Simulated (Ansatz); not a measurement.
Level of theory: DFT PBE, scalar-relativistic, plane waves, PAW (Ansatz). All cells share a 420 eV cutoff and Γ-centred k meshes spaced at most about 0.3 Å⁻¹ (about 0.25 or finer for metals, 2π included). Collinear spin in cells that started with moments and kept them past the coarse steps, no spin elsewhere.

Each of these unrelaxed guesses is relaxed in cell and atoms within its symmetry. A guess keeps its type if space group and coordination stay and the shape of the cell changes little (axis ratios within about 15 %, angles within 6°); the volume may change.

1. Be2H3

```
Be H
1.0
     4.71791    0.00000    0.00000
     0.00000    4.71791    0.00000
     0.00000    0.00000    3.19631
Be H
4 6
Direct
  0.23584 0.00000 0.50000
  0.76416 0.00000 0.50000
  0.00000 0.23584 0.50000
  0.00000 0.76416 0.50000
  0.00000 0.50000 0.00000
  0.50000 0.00000 0.00000
  0.81341 0.50000 0.00000
  0.18659 0.50000 0.00000
  0.50000 0.81341 0.00000
  0.50000 0.18659 0.00000
```

2. GdYF (collinear spin from parallel moments)

```
Y Gd F
1.0
     3.25223    0.00000    0.00000
     0.00000    3.25223    0.00000
     0.00000    0.00000    6.07154
Y Gd F
1 1 1
Cartesian
  0.0000 0.0000 3.0358
  0.0000 0.0000 0.0000
  1.6261 1.6261 0.0000
```

3. NbAl2C2

```
Al Nb C
1.0
     3.49020    0.00000    0.00000
    -1.74510    3.02260    0.00000
     0.00000    0.00000    6.89946
Al Nb C
2 1 2
Direct
  0.33333 0.66667 0.00000
  0.66667 0.33333 0.00000
  0.00000 0.00000 0.50000
  0.00000 0.00000 0.90194
  0.00000 0.00000 0.09806
```

4. MnPt2 (collinear spin from parallel moments)

```
Mn Pt
1.0
     3.74078    0.00000    0.00000
    -1.87039    3.23961    0.00000
     0.00000    0.00000    4.49281
Mn Pt
1 2
Direct
  0.33333 0.66667 0.00000
  0.33333 0.66667 0.50000
  0.66667 0.33333 0.50000
```

5. Si4Cl

```
Si Cl
1.0
    -2.22970    2.22970    4.21580
     2.22970   -2.22970    4.21580
     2.22970    2.22970   -4.21580
Si Cl
4 1
Direct
  0.24500 0.24500 0.00000
  0.75500 0.75500 0.00000
  0.50000 0.00000 0.50000
  0.00000 0.50000 0.50000
  0.00000 0.00000 0.00000
```

**Question.** Which keep their type?

**Answer.** Guesses 2 and 4 keep their type.

| guess | kept | start group | end group | V start (Å³/atom) | V end | b/a and c/a, end over start | nearest neighbours start | nearest neighbours end |
| --- | --- | --- | --- | --- | --- | --- | --- | --- |
| 1 | no | P4/mmm | P4/mmm | 7.1 | 7.7 | 1.00, 0.59 | Be 2, H 1/2 | Be 2, H 1/2 |
| 2 | yes | P4/mmm | P4/mmm | 21.4 | 26.9 | 1.00, 1.11 | F 4, Gd 4, Y 6 | F 4, Gd 4, Y 6 |
| 3 | no | P6/mmm | P6/mmm | 14.6 | 18.1 | 1.00, 0.62 | Al 9, C 1, Nb 2 | Al 9, C 1, Nb 2 |
| 4 | yes | P-6m2 | P-6m2 | 18.1 | 26.3 | 1.00, 0.94 | Mn 2, Pt 3/5 | Mn 2, Pt 3/5 |
| 5 | no | I4/mmm | I4/mmm | 16.8 | 22.9 | 1.00, 1.16 | Cl 6, Si 1/2 | Cl 4, Si 5/6 |

Neighbours count within 15 % of an atom's shortest distance; end groups are read at 0.02 Å (0.05 Å in metals).

No dispersion correction is applied, so the spacing and binding between layers, chains or molecules are poorly described (Si4Cl I4/mmm). Spin–orbit coupling, which can matter for Pt, is left out. A magnetic state wasn't ruled out in cells without spin, among them Si4Cl I4/mmm. The 4f shell of Gd is treated without a Hubbard U, which places its levels poorly. Another magnetic order may lie lower. Cells relaxed within their symmetry can be saddle points.

In counts of neighbours, a slash parts the counts of unlike sites.
